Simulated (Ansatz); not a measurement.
TaAs (CsCl type, Pm-3m) at seven volumes, the program Ansatz at the r²SCAN level (PAW), scaled uniformly. One row is withheld.

```csv
V (Å³/atom),P (GPa)
14.901,22.04
15.392,13.49
15.883,6.21
16.374,0.00
16.865,-5.30
17.357,?
17.848,-13.65
```

**Question.** Fit the shown pressures and predict the withheld one.

**Answer.** P = (3/2)B₀(x^(7/2) − x^(5/2))[1 + (3/4)(B′ − 4)(x − 1)] with x = (V₀/V)^(2/3). Least squares on the six rows gives V₀ = 16.374 Å³/atom, B₀ = 191 GPa, B′ = 4.31. At V = 17.357, x = 0.9619 and P = -9.82 GPa. The run itself gave -9.81 GPa.

A made-up cell: these elements were put on the sites of a structure type; neither database checked (COD, Materials Project) lists it. It is not the phase usual at ambient conditions (space group No. 109). The r²SCAN relaxation kept the symmetry of its start; whether a distortion lowers the energy is not shown. The run is not spin-polarised. Scalar-relativistic: spin–orbit coupling is off unless named, which matters more the heavier the elements.

Potentials: the later of the program's two PAW sets.
